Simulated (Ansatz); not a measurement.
**MoSi2 (MoSi2 type, space group I4/mmm), scan of one atom of the cell**

Starting cell, MoSi$_{2}$ (MoSi2 type, space group I4/mmm):

```
MoSi2
1.0
   -1.60086     1.60086     3.90929
    1.60086    -1.60086     3.90929
    1.60086     1.60086    -3.90929
Mo Si
1 2
Direct
  0.00000   0.00000   0.00000
  0.33530   0.33530   0.00000
  0.66470   0.66470   0.00000
```

Scan: atom 2 (Si, nearest neighbour Si at 2.575 Å; its periodic images, 3.2 Å or more away, move with it) is displaced towards the nearest neighbour, direction (0.000, 0.000, 1.000) in Cartesian axes, by s. The other atoms stay.

Computed with r2SCAN (plane waves to 500 eV, PAW, scalar-relativistic; Ansatz, a program for electronic structure). k mesh 12×12×12 (Γ-centred), Fermi-Dirac smearing 0.05 eV. Energies are smeared free energies. Stress and pressure are positive under compression. With partly filled bands, energies and forces of such displacements shift with the k mesh and the smearing. F∥ is the force on the atom along that direction. MoSi2 is run without spin polarisation. MoSi2 was relaxed with its symmetry unable to fall. ΔE is measured from the undisplaced structure.

| s (Å) | ΔE (meV/cell) | F∥ (eV/Å) | P (GPa) |
|---|---|---|---|
| -0.260 | 455 | 3.577 | 2.6 |
| -0.208 | 289 | 2.813 | 1.2 |
| -0.156 | 162 | 2.085 | 0.2 |
| -0.104 | 72 | 1.379 | -0.3 |
| -0.052 | 18 | 0.688 | -0.4 |
| 0.000 | 0 | 0.006 | 0.0 |
| 0.052 | 18 | -0.694 | 0.8 |
| 0.104 | 73 | -1.435 | 1.9 |
| 0.156 | 168 | -2.225 | 3.5 |
| 0.208 | 305 | -3.060 | 5.5 |
| 0.260 | 487 | -3.946 | 7.9 |

What the scan shows:

- Energy at s = 0.260 Å = 487 meV/cell
- Force along the line at s = -0.260 Å = 3.58 eV/Å
- Symmetry of the curve = not even: the positive side lies higher at ±0.260 Å
- Shape of the curve = a single well with its minimum at or next to zero displacement
- Force constant k = d²E/ds² at s = 0 (finite differences) = 13.2 eV/Å²
- Harmonic estimate at the end of the scan = ½ks² = 446 meV/cell against the computed 487 meV/cell, so the well is stiffer than harmonic there

The 11 points together took about 2.4 core-minutes (a rough figure).

(For displaced atoms, the force is minus the slope of the energy, and its curvature is a force constant, which sets phonon frequencies.)
